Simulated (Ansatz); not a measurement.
VO2 (rutile, space group No. 136) at seven volumes, PBEsol in the plane-wave PAW code Ansatz, shape and atoms relaxed at each. One row is withheld.

| V (Å³/atom) | P (GPa) |
|---|---|
| 8.746 | 28.80 |
| 9.034 | ? |
| 9.323 | 8.11 |
| 9.611 | 0.00 |
| 9.899 | -6.84 |
| 10.188 | -12.45 |
| 10.476 | -16.87 |

Question: Fit the shown pressures and predict the withheld one.

Answer: P = (3/2)B₀(x^(7/2) − x^(5/2))[1 + (3/4)(B′ − 4)(x − 1)] with x = (V₀/V)^(2/3). Least squares on the six rows gives V₀ = 9.610 Å³/atom, B₀ = 243 GPa, B′ = 4.87. At V = 9.034, x = 1.0421 and P = 17.46 GPa. The run itself gave 17.55 GPa.

Space group P4_2/mnm (rutile). This is a known high-temperature phase of the composition, computed here at zero pressure and temperature. The cell was relaxed with PBEsol under the symmetry of its start; whether a distortion lowers the energy is not shown. The final state is ferromagnetic, chosen from 5 collinear starts compared on coarse meshes (ties went to the first, and starts can fall back to one state), not a proven ground state. No Hubbard U is applied.

Potentials: the later of the program's two PAW sets.
